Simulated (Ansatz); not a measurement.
**Relaxing a structure of Ag**

The start is a relaxed Ag cell, doubled along one cell vector, shaken by Gaussian noise of σ = 0.08 Å a coordinate. The cell and all atomic positions are relaxed at zero pressure with PBEsol (plane waves to 420 eV, PAW, scalar-relativistic; Ansatz, an electronic-structure program). First-step values are on the input's coarse k-mesh.

Ansatz input (later rounds restart from its end on a renewed k-mesh):
Ansatz 0.2 input:
```yaml
crystal:
  lattice:
    - [10.5853663044, 0, 0]
    - [0, 5.2926831522, 0]
    - [0, 0, 2.6962107511]
  atoms:
    - { symbol: Ag, position: [0.167061888, 0.8217446178, 0.499589923] }
    - { symbol: Ag, position: [0.6568991596, 0.822477486, 0.4541939442] }
    - { symbol: Ag, position: [0.3441362324, 0.1680571815, 0.5228231554] }
    - { symbol: Ag, position: [0.8397466471, 0.1609750129, 0.4978582846] }
    - { symbol: Ag, position: [0.0914898346, 0.3509998787, 0.5050500746] }
    - { symbol: Ag, position: [0.5867283147, 0.345793117, 0.4764064337] }
    - { symbol: Ag, position: [0.4124016112, 0.6793158052, 0.5196225723] }
    - { symbol: Ag, position: [0.9116276624, 0.6893066623, 0.5299850904] }
basis: { ecutwfc: 420, ecutrho_ratio: 4, xc_grid: 2, fft_grid_basis: typed }
kpoints: { mp_grid: { grid: [3, 6, 12] } }
hamiltonian:
  xc: pbesol
  dispersion: none
  pseudopotentials: { azcp: { folder: ./paw }, kind: paw }
scf: { occupations: { method: fermi_dirac, width: 0.05 } }
relax: { f_tol: 0.01, max_steps: 100, cell: { stress_tol: 0.02 } }
output: { forces: true, stress: true }
```

Q: How large is the pressure on the unrelaxed cell, and of which sign?

A: +2.1 GPa (positive: the cell is compressed).

Q: Which atoms feel the largest initial force, and how large is it?

A: 1.48 eV/Å, on Ag6 (atoms numbered as listed).

Q: How does the volume change?

A: -11.8 %, from 18.88 to 16.66 Å³/atom.

Q: Is the parent structure recovered?

A: It does not go back: it reaches Fm-3m (No. 225), fcc (Cu type), 0.31 eV/atom below the parent.

Q: How do the shortest distances between atoms change?

A: The closest pairs of elements (up to four, under 3.6 Å), start → end: Ag–Ag 2.56 → 2.87 Å.

Q: Write out the relaxed structure.

A: 
Space group Fm-3m (No. 225); a = b = c = 4.054 Å, α = β = γ = 90.00°

```csv
atom,site,symmetry,x,y,z
Ag,4a,m-3m,0.0000,0.0000,0.0000
```
(The calculation used a cell of 1 atom; values per cell refer to that cell.)

Final values are on a 23×23×23 k-mesh of the relaxed cell. No spin polarisation in the result.

Of the parent cell (P4/mbm (No. 127)): it is a generated cell of Ag: the first start was made by a random draw of sites in a space group, and the end was not matched to a known phase here, so it may be hypothetical. Known forms of Ag include space group No. 225.
